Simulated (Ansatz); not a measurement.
TiO₂ (anatase)

```cif
data_O8Ti4
_chemical_formula_sum 'Ti4 O8'
_space_group_name_H-M_alt 'I41/amd :1'
_space_group_IT_number 141
_space_group_name_Hall 'I 4bw 2bw -1bw'
_cell_length_a 3.79880
_cell_length_b 3.79880
_cell_length_c 9.70081
_cell_angle_alpha 90.000
_cell_angle_beta 90.000
_cell_angle_gamma 90.000
loop_
_atom_site_label
_atom_site_type_symbol
_atom_site_symmetry_multiplicity
_atom_site_Wyckoff_symbol
_atom_site_fract_x
_atom_site_fract_y
_atom_site_fract_z
_atom_site_occupancy
Ti1 Ti 4 b 0.00000 0.00000 0.50000 1
O1 O 8 e 0.00000 0.00000 0.29355 1
```
(The calculation used a cell of 6 atoms; values per cell refer to that cell.)

Two coordinates are scanned: the volume, and the ratio of the stretch along z (the conventional c axis) to the stretch across it. Atoms keep their fractional coordinates.

Method: PBE (plane waves to 420 eV, PAW, scalar-relativistic; Ansatz, a first-principles code). k mesh 12×12×12 (Γ-centred), Fermi-Dirac smearing 0.05 eV. E stands for the smeared free energy. As the atoms are clamped, bonds stretch with the cell, which overstates energies and stresses. TiO2 is run without spin polarisation. TiO2 was relaxed with its symmetry unable to fall. ΔE is measured from the relaxed starting cell.

Problem. Predict the ΔE (meV/atom) at all points of the grid V/V₀ = 0.960, 0.980, 1.000, 1.020, 1.040 by (c/a)/(c/a)₀ = 0.960, 0.980, 1.000, 1.020, 1.040.

Solution. ΔE (meV/atom), with V/V₀ across and (c/a)/(c/a)₀ down:

| (c/a)/(c/a)₀ \ V/V₀ | 0.960 | 0.980 | 1.000 | 1.020 | 1.040 |
|---|---|---|---|---|---|
| 0.960 | 24.6 | 13.5 | 9.2 | 10.9 | 18.1 |
| 0.980 | 15.9 | 5.7 | 2.2 | 4.7 | 12.6 |
| 1.000 | 12.9 | 3.1 | 0.0 | 2.9 | 11.2 |
| 1.020 | 14.8 | 5.1 | 2.0 | 4.9 | 13.2 |
| 1.040 | 21.1 | 11.0 | 7.5 | 10.1 | 18.0 |

(A scan under strain: stresses follow from slopes of the energy per volume, elastic moduli from its curvatures.)
